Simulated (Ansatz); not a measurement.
Computed with DFT r2SCAN, scalar-relativistic, plane waves, PAW (Ansatz 0.2.0).

Structure of ZrCo$_{3}$B$_{2}$:

```
Zr Co B
1.0
     4.81656    0.00000    0.00000
    -2.40828    4.17127    0.00000
     0.00000    0.00000    3.02991
Zr Co B
1 3 2
Direct
  0.00000 0.00000 0.00000
  0.50000 0.00000 0.50000
  0.50000 0.50000 0.50000
  0.00000 0.50000 0.50000
  0.33333 0.66667 0.00000
  0.66667 0.33333 0.00000
```

Cutoff 500 eV; k points 12×12×12 on the computed 6-atom cell (Γ-centred); Gaussian smearing, width 0.10 eV; no spin polarisation.

Levels along Γ–M–K–Γ–A–L–H–A | L–M | H–K, in eV from the Fermi level, sorted by energy at each point. Points in fractions of the primitive reciprocal vectors: Γ (0.000 0.000 0.000), M (0.500 0.000 0.000), K (0.333 0.333 0.000), A (0.000 0.000 0.500), L (0.500 0.000 0.500), H (0.333 0.333 0.500).
| point | k (1/Å, with 2π) | band 32 | band 33 | band 34 | band 35 | band 36 | band 37 | band 38 |
| --- | --- | --- | --- | --- | --- | --- | --- | --- |
| Γ | 0.000 | -0.79 | -0.79 | -0.67 | 0.54 | 0.64 | 0.79 | 1.57 |
| - | 0.108 | -0.94 | -0.80 | -0.68 | 0.50 | 0.70 | 0.96 | 1.55 |
| - | 0.215 | -1.05 | -0.83 | -0.70 | 0.40 | 0.83 | 1.33 | 1.51 |
| - | 0.323 | -1.01 | -0.92 | -0.71 | 0.27 | 0.97 | 1.46 | 1.72 |
| - | 0.430 | -1.04 | -0.97 | -0.72 | 0.15 | 1.04 | 1.43 | 1.99 |
| - | 0.538 | -1.19 | -0.91 | -0.72 | 0.05 | 1.02 | 1.44 | 2.17 |
| - | 0.646 | -1.35 | -0.86 | -0.71 | -0.01 | 0.96 | 1.46 | 2.22 |
| M | 0.753 | -1.43 | -0.84 | -0.71 | -0.03 | 0.93 | 1.48 | 2.23 |
| - | 0.815 | -1.43 | -0.83 | -0.73 | -0.02 | 0.94 | 1.46 | 2.25 |
| - | 0.877 | -1.41 | -0.80 | -0.78 | -0.02 | 0.95 | 1.43 | 2.31 |
| - | 0.940 | -1.39 | -0.84 | -0.75 | -0.01 | 0.98 | 1.38 | 2.40 |
| - | 1.002 | -1.37 | -0.93 | -0.69 | 0.00 | 1.02 | 1.31 | 2.52 |
| - | 1.064 | -1.35 | -1.02 | -0.63 | 0.01 | 1.05 | 1.24 | 2.65 |
| - | 1.126 | -1.35 | -1.09 | -0.58 | 0.02 | 1.09 | 1.18 | 2.81 |
| K | 1.188 | -1.41 | -1.12 | -0.57 | 0.02 | 1.13 | 1.13 | 2.96 |
| - | 1.312 | -1.24 | -1.07 | -0.63 | 0.02 | 1.11 | 1.18 | 2.68 |
| - | 1.437 | -1.08 | -1.00 | -0.77 | 0.03 | 1.19 | 1.20 | 2.44 |
| - | 1.561 | -0.93 | -0.93 | -0.90 | 0.09 | 1.15 | 1.30 | 2.21 |
| - | 1.685 | -0.99 | -0.87 | -0.82 | 0.21 | 1.04 | 1.41 | 1.86 |
| - | 1.809 | -1.04 | -0.82 | -0.73 | 0.36 | 0.88 | 1.46 | 1.50 |
| - | 1.933 | -0.98 | -0.80 | -0.68 | 0.49 | 0.72 | 1.01 | 1.55 |
| Γ | 2.058 | -0.79 | -0.79 | -0.67 | 0.54 | 0.64 | 0.79 | 1.57 |
| - | 2.206 | -0.68 | -0.66 | -0.66 | 0.38 | 0.64 | 0.93 | 1.52 |
| - | 2.354 | -0.74 | -0.53 | -0.53 | 0.02 | 0.64 | 1.34 | 1.36 |
| - | 2.502 | -0.81 | -0.60 | -0.60 | -0.40 | 0.64 | 1.08 | 1.08 |
| - | 2.650 | -0.89 | -0.82 | -0.82 | -0.75 | 0.64 | 0.68 | 0.68 |
| - | 2.798 | -0.98 | -0.96 | -0.87 | -0.87 | 0.21 | 0.21 | 0.65 |
| - | 2.946 | -1.11 | -1.01 | -0.83 | -0.83 | -0.21 | -0.21 | 0.65 |
| A | 3.095 | -1.15 | -1.03 | -0.82 | -0.82 | -0.38 | -0.38 | 0.65 |
| - | 3.202 | -1.13 | -1.00 | -0.76 | -0.73 | -0.39 | -0.38 | 0.65 |
| - | 3.310 | -1.09 | -0.92 | -0.63 | -0.50 | -0.39 | -0.36 | 0.66 |
| - | 3.417 | -1.05 | -0.79 | -0.54 | -0.48 | -0.41 | 0.03 | 0.71 |
| - | 3.525 | -1.03 | -0.61 | -0.56 | -0.53 | -0.43 | 0.59 | 0.83 |
| - | 3.632 | -1.00 | -0.67 | -0.58 | -0.43 | -0.42 | 0.95 | 1.21 |
| - | 3.740 | -0.98 | -0.78 | -0.62 | -0.41 | -0.29 | 1.05 | 1.79 |
| L | 3.848 | -0.97 | -0.83 | -0.64 | -0.41 | -0.24 | 1.08 | 2.09 |
| - | 3.910 | -0.97 | -0.83 | -0.64 | -0.41 | -0.23 | 1.06 | 2.11 |
| - | 3.972 | -0.96 | -0.84 | -0.67 | -0.40 | -0.22 | 1.01 | 2.15 |
| - | 4.034 | -0.94 | -0.86 | -0.69 | -0.41 | -0.21 | 0.95 | 2.22 |
| - | 4.096 | -0.92 | -0.90 | -0.72 | -0.43 | -0.19 | 0.91 | 2.31 |
| - | 4.158 | -0.96 | -0.89 | -0.75 | -0.47 | -0.17 | 0.90 | 2.44 |
| - | 4.220 | -1.07 | -0.86 | -0.79 | -0.49 | -0.15 | 0.91 | 2.62 |
| H | 4.282 | -1.20 | -0.83 | -0.83 | -0.50 | -0.15 | 0.92 | 2.85 |
| - | 4.407 | -0.93 | -0.89 | -0.74 | -0.48 | -0.18 | 0.86 | 2.30 |
| - | 4.531 | -0.94 | -0.72 | -0.60 | -0.46 | -0.30 | 0.67 | 1.75 |
| - | 4.655 | -0.99 | -0.61 | -0.49 | -0.43 | -0.42 | 0.36 | 1.24 |
| - | 4.779 | -1.03 | -0.70 | -0.54 | -0.41 | -0.34 | -0.03 | 0.86 |
| - | 4.904 | -1.08 | -0.88 | -0.54 | -0.45 | -0.39 | -0.38 | 0.68 |
| - | 5.028 | -1.12 | -1.00 | -0.72 | -0.71 | -0.39 | -0.39 | 0.65 |
| A | 5.152 | -1.15 | -1.03 | -0.82 | -0.82 | -0.38 | -0.38 | 0.65 |
| L | 5.152 | -0.97 | -0.83 | -0.64 | -0.41 | -0.24 | 1.08 | 2.09 |
| - | 5.300 | -0.96 | -0.81 | -0.79 | -0.18 | 0.37 | 1.12 | 1.65 |
| - | 5.448 | -1.24 | -0.82 | -0.35 | 0.51 | 0.90 | 0.91 | 1.38 |
| - | 5.596 | -1.12 | -0.83 | 0.11 | 0.26 | 1.11 | 1.11 | 1.96 |
| - | 5.745 | -0.98 | -0.83 | -0.54 | 0.93 | 0.96 | 1.25 | 1.67 |
| - | 5.893 | -1.06 | -0.85 | -0.84 | 0.47 | 1.30 | 1.36 | 1.56 |
| - | 6.041 | -1.47 | -0.84 | -0.75 | 0.10 | 1.03 | 1.45 | 2.04 |
| M | 6.189 | -1.43 | -0.84 | -0.71 | -0.03 | 0.93 | 1.48 | 2.23 |
| H | 6.189 | -1.20 | -0.83 | -0.83 | -0.50 | -0.15 | 0.92 | 2.85 |
| - | 6.337 | -1.14 | -0.90 | -0.48 | -0.48 | -0.12 | 1.26 | 2.53 |
| - | 6.485 | -1.16 | -1.16 | -0.18 | 0.13 | 0.13 | 1.66 | 2.15 |
| - | 6.633 | -1.21 | -1.21 | -0.28 | 0.82 | 0.82 | 1.53 | 1.81 |
| - | 6.782 | -1.26 | -1.26 | -0.38 | 1.02 | 1.37 | 1.37 | 1.70 |
| - | 6.930 | -1.32 | -1.32 | -0.46 | 0.51 | 1.26 | 1.26 | 2.28 |
| - | 7.078 | -1.38 | -1.19 | -0.53 | 0.15 | 1.16 | 1.16 | 2.77 |
| K | 7.226 | -1.41 | -1.12 | -0.57 | 0.02 | 1.13 | 1.13 | 2.96 |

A ferromagnetic start lost its moments in a first run, so spin was left out; other magnetic orders weren't tried.

Cost: 1 run of about 2.6 core-minutes, on Oxide Virtual Turin-like Processor (Zen 5) (shared hosts).